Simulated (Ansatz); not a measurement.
**Relaxing a structure of Ru**

The start is a generated cell, Ru built in the AFLOW prototype A_cI16_206_c (as in Si). A full variable-cell relaxation at zero pressure is run with PBEsol (plane waves to 420 eV, PAW, scalar-relativistic; Ansatz, an electronic-structure program). First-step values are on the input's coarse k-mesh.

Ansatz input (later rounds restart from its end on a renewed k-mesh):
Ansatz 0.2 input:
```yaml
crystal:
  lattice:
    - [-3.0000309, 3.0000309, 3.0000309]
    - [3.0000309, -3.0000309, 3.0000309]
    - [3.0000309, 3.0000309, -3.0000309]
  atoms:
    - { symbol: Ru, position: [0.2998, 0.2998, 0.2998] }
    - { symbol: Ru, position: [0.5, 0, 0.2002] }
    - { symbol: Ru, position: [0, 0.2002, 0.5] }
    - { symbol: Ru, position: [0.2002, 0.5, 0] }
    - { symbol: Ru, position: [0.7002, 0.7002, 0.7002] }
    - { symbol: Ru, position: [0.5, 0, 0.7998] }
    - { symbol: Ru, position: [0, 0.7998, 0.5] }
    - { symbol: Ru, position: [0.7998, 0.5, 0] }
basis: { ecutwfc: 420, ecutrho_ratio: 4, xc_grid: 2, fft_grid_basis: typed }
kpoints: { mp_grid: { grid: [8, 8, 8] } }
hamiltonian:
  xc: pbesol
  dispersion: none
  pseudopotentials: { azcp: { folder: ./paw }, kind: paw }
scf: { occupations: { method: fermi_dirac, width: 0.05 } }
relax: { f_tol: 0.01, max_steps: 100, cell: { stress_tol: 0.02 } }
output: { forces: true, stress: true }
```

### Question
By how much does the energy per atom fall from start to end?

### Answer
About 1.1 eV/atom.

### Question
How does the volume change?

### Answer
+24.6 %, from 13.50 to 16.82 Å³/atom.

### Question
How do the shortest distances between atoms change?

### Answer
The closest pairs of elements (up to four, under 3.6 Å), start → end: Ru–Ru 2.08 → 2.28 Å.

### Question
Is the relaxed structure metallic? Give its gap.

### Answer
No gap (metallic).

The space group stays Ia-3 (No. 206) (the run could not lower it); the end is AFLOW prototype A_cI16_206_c (as in Si), with 8 atoms in the primitive cell. Final values are on a 10×10×10 k-mesh of the relaxed cell. The start holds a very short contact (Ru–Ru 2.08 Å). No spin polarisation in the result.

The run could not lose the symmetry of its start: the end is stationary, and may be a saddle point rather than a minimum.

The relaxed structure here is a generated cell of Ru: the first start was made by placing the elements on the sites of a structure type, and the end was not matched to a known phase here, so it may be hypothetical. Known forms of Ru include space group No. 194.
